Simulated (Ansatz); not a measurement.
Si2W: field gradients against cell size

Reference cell: an entry of the Crystallography Open Database (COD) whose atoms were relaxed with PBE, the cell held.

```
Si W
1.0
    -1.60690    1.60690    3.91495
     1.60690   -1.60690    3.91495
     1.60690    1.60690   -3.91495
Si W
2 1
Direct
  0.33439 0.33439 0.00000
  0.66561 0.66561 0.00000
  0.00000 0.00000 0.00000
```

Atoms are numbered from 1 in the order listed; like atoms form one site, named after its first atom.

Method: Kohn–Sham DFT in Ansatz, PBE, plane waves and PAW, scalar-relativistic, 420 eV cutoff, Γ-centred 20×20×20 k-points, Fermi–Dirac smearing 0.05 eV.

The cell is scaled uniformly, and the ions relax again at each size.

Question: How do the gradients (10²¹ V/m²) respond?

Answer: 

```csv
V/V₀,Si V_zz (η),W V_zz (η)
0.94,-1.14 (0.00),-18.56 (0.00)
0.96,-1.07 (0.00),-17.92 (0.00)
0.98,-1.00 (0.00),-17.30 (0.00)
1.00,-0.94 (0.00),-16.71 (0.00)
1.02,-0.88 (0.00),-16.14 (0.00)
1.04,-0.82 (0.00),-15.61 (0.00)
1.06,-0.76 (0.00),-15.11 (0.00)
```

Logarithmic slopes d ln|V_zz|/d ln V over the series: Si -3.4, W -1.7. Point charges on a uniformly scaled lattice would give −1; atoms that shift within the cell as it changes, and charge that moves in the bonds, make the difference.

With no gap above 0.1 eV, as in a metal, the gradients converge slowly in k; expect changes of a tenth or more on a denser mesh. Without spin–orbit coupling the gradients at and beside W can be off by some per cent, at some sites by more.
